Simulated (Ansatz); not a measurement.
Debugging a calculation of In3Se

The input below was meant for crystalline In3Se, with PBE, plane waves and PAW in Ansatz.

```yaml
crystal:
  lattice:
    - [4.803758, 0.0, 0.0]
    - [0.0, 4.803758, 0.0]
    - [0.0, 0.0, 4.803758]
  atoms:
    - { symbol: In, position: [0.0, 0.5, 0.5] }
    - { symbol: In, position: [0.5, 0.0, 0.5] }
    - { symbol: In, position: [0.5, 0.5, 0.0] }
    - { symbol: Se, position: [0.0, 0.0, 0.0] }
basis:
  ecutwfc: 420
kpoints:
  mp_grid: { grid: [10, 10, 10] }
hamiltonian:
  xc: pbe
scf:
  occupations: { method: gaussian, width: 0.1 }
  max_iter: 2
  convergence: { accept_max_iter: true }
  initial_density: { chi_scale: 0, normalization: atom }
output:
  forces: true
  stress: true
  eigenvalues: true
```

Command:

```bash
ansatz run input.yaml --threads 1 --pin off --max-ram 2560MiB --backend cpu --events-out ev --progress --plain --runs-dir out
```

Output, shortened (HF is the Harris–Foulkes energy, dr2 the density residual in eV):

```text
Warning: output.stress: scf.convergence.accept_max_iter lets an SCF close with its threshold on dr2 unmet. What such a close leaves in the stress no threshold then bounds, and a free energy that looks settled does not show it. To mend it, remove scf.convergence.accept_max_iter
Pseudopotential: In, paw, valence charge 13, recommended cutoff 420 eV (normal)
Pseudopotential: Se, paw, valence charge 16, recommended cutoff 420 eV (normal)
Crystal: 4 atoms, lattice volume = 110.852 Å³
Basis set: ecut = 420 eV, 2109 PW (Γ), exchange–correlation on 72×72×72 points (8 copies of the dense FFT grid, shifted against one another)
Bands: 33, of which v1, the nominal top of the filled ones, is band 28 counted from 1 (27 counted from 0)
Symmetry: 48 space group operations
Space group: Pm-3m (ITA 221), of the structure as read, at distance tolerance 4.8e-5 Å
k-points: 56 of 1000
Initial density: superposition of atomic densities
SCF iter   1: HF=-22263.468790 eV  Δρ=1.97e-2  dr2=1.30e0
SCF iter   2: F=-22262.931743 eV  HF=-22263.211097 eV  Δρ=1.04e-2  dr2=3.58e-1
stopped at the declared iteration budget: scf.max_iter = 2 spent with dr2 = 3.6e-1 eV against the standard gate 1.0e-7 eV (scf.convergence.accept_max_iter; the run is reported unconverged — every observable carries the unconverged density's error)
SCF 1 stopped at its iteration budget after 2 iterations (unconverged): F = -22262.931743 eV  dr2 = 3.58e-1
SCF stopped at the declared iteration budget after 2 iterations (unconverged)
Free energy (F): -22262.931743 eV
E sigma→0 (E₀):  -22262.927646 eV
Entropy (-TS):   -0.008193 eV (-2.048 meV/atom)
Fermi energy:    8.949337 eV
--- Forces (eV/Å), atoms counted from 1 ---
  atom   1  In    -0.00000000     0.00000000     0.00000000
  atom   2  In    -0.00000000    -0.00000000     0.00000000
  atom   3  In    -0.00000000    -0.00000000     0.00000000
  atom   4  Se     0.00000000    -0.00000000     0.00000000
--- Stress (GPa, compression-positive) ---
        0.544517       0.000000       0.000000
        0.000000       0.544517       0.000000
        0.000000       0.000000       0.544517
  P = ⅓ Tr σ = 0.5445 GPa (5.445 kbar)
```

Question: Why did this happen?

Answer: The fault is an unconverged density accepted at the iteration limit. The numbers come from a density that isn't self-consistent. The cure is a higher limit and no acceptance.

Fix (which also takes the starting density of the reference run):

```diff
 scf:
-  max_iter: 2
-  convergence: { accept_max_iter: true }
-  initial_density: { chi_scale: 0, normalization: atom }
```

Result of the mended run: a pressure of -0.32 GPa, no gap.

The mended run took 38 s on 1 thread of Intel(R) Xeon(R) Processor @ 2.50GHz (Skylake/Cascade Lake) (shared host), peak memory 0.46 GiB.